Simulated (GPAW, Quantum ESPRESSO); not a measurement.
Fitting the PBE energy curve of ScRu3

Symmetry: Pm-3m, No. 221, cubic system. The conventional cell has a = 3.938 Å, b = 3.938 Å, c = 3.938 Å, α = 90.00°, β = 90.00°, γ = 90.00°. Around Ru (site symmetry 4/mmm) lie 8 Ru at 2.78 Å and 4 Sc at 2.78 Å. Around Sc (site symmetry m-3m) lie 12 Ru at 2.78 Å.

The cell comes from a database or a generator and needn't be the stable form of this composition.

The cell was scaled at fixed shape and fractions and run with Quantum ESPRESSO, SSSP 1.3 efficiency PBE, cutoff 816 eV; PBE, k mesh 7 × 7 × 7 on the cell of 4 atoms, fermi-dirac occupations of 0.05 eV, no spin polarisation, no spin-orbit coupling. Energies are those that the program minimises, any entropy of the smearing included. For a metal such a mesh isn't converged to the digits shown.

| V (Å³/atom) | energy over the lowest row (meV/atom) |
| --- | --- |
| 14.3562 | 28.07 |
| 14.6617 | ? |
| 14.9671 | 0.70 |
| 15.2726 | 0.00 |
| 15.5780 | 6.77 |
| 15.8835 | 20.21 |
| 16.1889 | 39.61 |

Question: Fit the third-order Birch-Murnaghan form, give V0, B0 and B′, and predict the energy left open.

Answer: With y = (V0/V)^(2/3), E = E0 + (9 V0 B0/16) [(y - 1)³ B′ + (y - 1)² (6 - 4y)]. Least squares through the rows shown give V0 = 15.1454 Å³/atom, E0 = -0.66 meV, B0 = 202.9 GPa (1 eV/Å³ = 160.218 GPa) and B′ = 4.52, with a largest miss of 0.01 meV. At V = 14.6617 the form with these constants gives 9.72 meV; the run gave 9.73 meV an atom. Other set-ups at this level, from all their volumes (Å³/atom, GPa): GPAW, GPAW PAW data sets (gpaw-data 1.2.1): V0 15.125, B0 201.7.
